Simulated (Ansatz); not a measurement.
## Field gradients of FeSi from run to run

Cell of run 1: a Materials Project structure (computed, not necessarily an observed phase), taken as it stands.

```cif
data_FeSi
_symmetry_space_group_name_H-M 'P2_13'
_symmetry_Int_Tables_number 198
_cell_length_a 4.4022
_cell_length_b 4.4022
_cell_length_c 4.4022
_cell_angle_alpha 90.000
_cell_angle_beta 90.000
_cell_angle_gamma 90.000
loop_
_atom_site_label
_atom_site_type_symbol
_atom_site_symmetry_multiplicity
_atom_site_Wyckoff_symbol
_atom_site_fract_x
_atom_site_fract_y
_atom_site_fract_z
Fe Fe 4 a 0.8631 0.6369 0.3631
Si Si 4 a 0.1587 0.3413 0.6587
```

One atom of each set is listed.

Relaxed positions (PBE, cell held):

Fe (0.8625, 0.6375, 0.3625)
Si (0.1585, 0.3415, 0.6585)

All runs are DFT with Ansatz 0.2.0 (plane waves and PAW, scalar-relativistic unless spin–orbit coupling is named, Γ-centred meshes, Fermi–Dirac smearing where given) in this cell. Start moments of run 1 as typed (μB): 3 on each Fe, none on the rest.

Run 1: PBE, parallel start moments, atoms as given; 420 eV, 8×8×8 k-points, smearing 0.05 eV.
Run 2: PBE, parallel start moments, atoms relaxed; 420 eV, 8×8×8 k-points, smearing 0.05 eV.
Run 3: r2SCAN, parallel start moments, at the relaxed atoms; 500 eV, 8×8×8 k-points, smearing 0.05 eV.

| run | Fe V_zz (η) | Si V_zz (η) | absolute moment (μB) |
| --- | --- | --- | --- |
| 1 | 5.37 (0.00) | -3.20 (0.00) | 0.0 |
| 2 | ? | ? | ? |
| 3 | -1.09 (0.00) | -3.26 (0.00) | 5.5 |

V_zz in 10²¹ V/m².

Q: Estimate the row of run 2.

A: Fe: 5.33 (0.00); Si: -3.13 (0.00); absolute moment (μB): 0.0. It lies nearest to run 1, from whose tensors on these sites it differs by 0.07 at most (largest principal value of the difference, on Si). Taken one at a time, the functional (r2SCAN with its higher cutoff) moves the tensors on these sites by up to 6.42 (largest principal value of the change, on Fe), the positions of the atoms (as given or relaxed) by 0.07 (Si). The absolute moment differs between the runs, so they don't all stand in one spin state.

With these PAW files V_zz is typically within 2 to 3 % of all-electron values, but misses above 10 % occur on Fe. The magnetic order is the one that the run reached from its start moments, not necessarily the measured one. In run 3 the program didn't check the stability of the electronic state in full, so a lower one may lie near. In runs 1, 2 the gap is small for the k-mesh or the smearing, and small gradients can still move by 0.1 × 10²¹ V/m² or more. In run 3 there is no gap above 0.1 eV, so the gradients can move by 10 % or more with the k-mesh. In runs 1, 2 the start moments die out. In run 3 the atoms aren't at the calculated equilibrium (largest force 0.47 eV/Å). The cell isn't the equilibrium one in runs 1, 2, 3 (calculated pressure 7, 7, 5 GPa), and the entry's cell may itself be off. Run 3: The run lost most of its start moments on Fe; a state with other moments may lie lower.
